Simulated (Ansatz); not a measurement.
BeS:
```
BeS
1.0
    5.80959     0.00000     0.00000
    0.00000     3.44433     0.00000
    0.00000     0.00000     5.90794
Be S
4 4
Direct
  0.14377   0.25000   0.40402
  0.35623   0.75000   0.90402
  0.85623   0.75000   0.59598
  0.64377   0.25000   0.09598
  0.77814   0.25000   0.41798
  0.72186   0.75000   0.91798
  0.22186   0.75000   0.58202
  0.27814   0.25000   0.08202
```

This is the LDA-relaxed structure. x, y and z are the axes in which the lattice vectors are written.

All from LDA (plane waves, PAW; program Ansatz), unless another level is named. Estimate the electronic dielectric constant ε∞ (DFPT).

4.98 (xx), 5.23 (yy), 5.17 (zz).

Give the Born charges (a third of the trace).

Be +1.57, S -1.57 e.

And the static dielectric constant ε0 (ions relaxed, cell fixed)?

7.97 (xx), 6.95 (yy), 6.83 (zz).

Space group Pnma. The start of the workflow was typed in or built on a structure type; neither database checked (COD, Materials Project) lists it. COD files the formula under space group No. 216. Whether it is the stable phase at ambient conditions was not checked. The cell was relaxed with LDA under the symmetry of its start; whether a distortion lowers the energy is not shown. The volume moved by 19 % from the start of the relaxation.

Potentials: the earlier of the program's two PAW sets. The files were generated under PBE; for other functionals the program regenerates the frozen cores, and for LDA and PBEsol the local potential too.
